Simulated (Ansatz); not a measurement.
AlRu, DFT, PBEsol, PAW with Ansatz's default frozen-core files, scalar-relativistic (Ansatz 0.2.0), run on 1 thread of Intel(R) Xeon(R) Platinum 8488C (Sapphire Rapids) on a shared host.

The geometry is COD entry 1527371, unchecked; take it as a test cell. The listed cell was then made from it by scaling, straining or moving an atom.

Command: `ansatz run input.yaml --threads 1 --pin off --max-ram 3072MiB --backend cpu --events-out ev --progress --plain --runs-dir out`

```yaml
crystal:
  lattice:
    - [2.9916, -0.014958, -0.014958]
    - [-0.014958, 2.9916, -0.014958]
    - [-0.014958, -0.014958, 2.9916]
  atoms:
    - { symbol: Al, position: [0.0, 0.0, 0.0] }
    - { symbol: Ru, position: [0.5, 0.5, 0.5] }
kpoints:
  mp_grid: { grid: [12, 12, 12] }
scf:
  occupations: { method: fermi_dirac, width: 0.05 }
hamiltonian:
  xc: pbesol
  pseudopotentials: { kind: paw }
output:
  forces: true
  stress: true
  eigenvalues: true
  efg: { contact_densities: true }
```

(1) How large is the problem that the program sets up?

(2) Estimate the wall time and the peak memory.

(3) And the same cell and mesh by crystal-made all-electron datasets, asked for forces, stress, eigenvalues, efg, on the same hardware?

Answers

(1) 189 irreducible k-points, 497 plane waves at Γ, 14 bands.

(2) 3.7 s of wall time for 6 SCF iterations, with a peak of 0.43 GiB. Times on shared machines scatter by tens of per cent.

(3) 10 s, peak memory 0.56 GiB.
